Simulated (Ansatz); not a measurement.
Cr (P63/mmc) under compression and expansion

```xyz
2
Lattice="2.7140 0.0000 0.0000 -1.3570 2.3504 0.0000 0.0000 0.0000 4.4100" Properties=species:S:1:pos:R:3 pbc="T T T"
Cr    0.0000    1.5669    1.1025
Cr    1.3570    0.7835    3.3075
```

The reference geometry is a structure as deposited in COD; nothing is relaxed.

Settings: LDA, 12×12×7 k mesh, Fermi–Dirac smearing of 0.03 eV. PAW means Ansatz 0.2.0 on its default frozen-core files; LAPW is all-electron LAPW in Ansatz 0.2.0. Site moments are integrated in spheres about the atoms, whose radii differ between the methods. Start moments of the first PAW run (μB): Cr1 3, Cr2 3.

The cell shown is scaled evenly to other volumes, and every spin-polarised run starts from the same moments.

**Question.** Over V/V₀ from 0.72 to 1.18, do the moments collapse, and if so where?

**Answer.** The moments are gone at V/V₀ = 0.9 (-27 GPa) and below, and present from 0.95 (-34 GPa) upwards, where the largest is 0.41 μB at first. Between V/V₀ = 1.18 and 1.1 the largest moment drops from 1.48 to 1.06 μB.
```
V/V₀  Å³/atom  M PAW (μB/cell)  M LAPW (μB/cell)  largest site moment, PAW (μB)  P PAW (GPa)  P LAPW (GPa)  F − F(unpolarised), PAW (meV/atom)
0.72    10.13             0.00              0.00                           0.00         30.9          31.1                                   0
 0.8    11.25             0.00              0.00                           0.00         -3.2          -3.1                                   0
0.85    11.96             0.00              0.00                           0.00        -17.0         -17.0                                   0
 0.9    12.66             0.00                 –                           0.00        -27.0             –                                   0
0.95    13.36             0.90                 –                           0.41        -33.5             –                                  -1
   1    14.07             1.12              1.12                           0.51        -38.3         -38.3                                   –
1.05    14.77             1.80              1.80                           0.83        -40.5         -40.5                                 -10
 1.1    15.47             2.30              2.29                           1.06        -41.6         -41.6                                 -22
1.18    16.60             3.18                 –                           1.48        -40.7             –                                 -52
```

The PAW files were made with PBE; the program remakes their cores once for the run's functional and then keeps them frozen. This cell lies far from its zero-pressure volume, so the numbers describe the cell as given rather than the relaxed compound.  The Ansatz runs typed with the search for lower states off end where their start leads. These are results for the start and cell typed. The real compound can order otherwise, in a larger cell, or not at all, since semilocal functionals at zero temperature often overstate magnetism.
